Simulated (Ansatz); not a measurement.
Given:

Ta (bcc, W type)

```yaml
crystal:
  lattice:
    - [-3.31974, 3.31974, 3.31974]
    - [1.65987, -1.65987, 1.65987]
    - [1.65987, 1.65987, -1.65987]
  atoms:
    - { symbol: Ta, position: [0.00000, 0.00000, 0.00000] }
    - { symbol: Ta, position: [0.50000, 0.00000, 0.00000] }
```

In each cell atom 1 (Ta, nearest neighbour Ta at 2.875 Å; its periodic images, 2.9 Å or more away, move with it) moves by s·(1.000, 0.000, 0.000) (along Cartesian x), the rest being held.

Level of theory: PBE (plane waves to 420 eV, PAW, scalar-relativistic; Ansatz, an electronic-structure program). k mesh 8×16×16 (Γ-centred), Fermi-Dirac smearing 0.05 eV. E stands for the smeared free energy. With partly filled bands, energies and forces of such displacements shift with the k mesh and the smearing. On this mesh the relaxed cell isn't quite at rest: it carries a pressure of 0.2 GPa (compression positive) at the zero of the scan. Spin-orbit coupling is left out, though Ta is heavy. Ta is run without spin polarisation. Ta was relaxed with its symmetry unable to fall. The PAW data are Ansatz's earlier set. The zero of ΔE is the undisplaced structure.

The scan covers s from -0.570 to 0.570 Å in 11 points.

Q: Is this a single well or a double well?

A: A single well with its minimum at or next to zero displacement.

Q: Is the energy the same for equal positive and negative displacements?

A: Even: the same for both signs. With its periodic images moving along, the atom's site symmetry in this cell is mmm.

Q: What is the energy change at s = 0.570 Å?

A: 718 meV/cell.

Q: What force acts on the atom along the line at s = -0.570 Å?

A: 1.59 eV/Å.

Q: What is the force constant k = d²E/ds² of this move at s = 0?

A: 6.72 eV/Å².

(A displaced cell: forces are minus the slopes of the energy, force constants its curvatures, and phonons follow from these.)
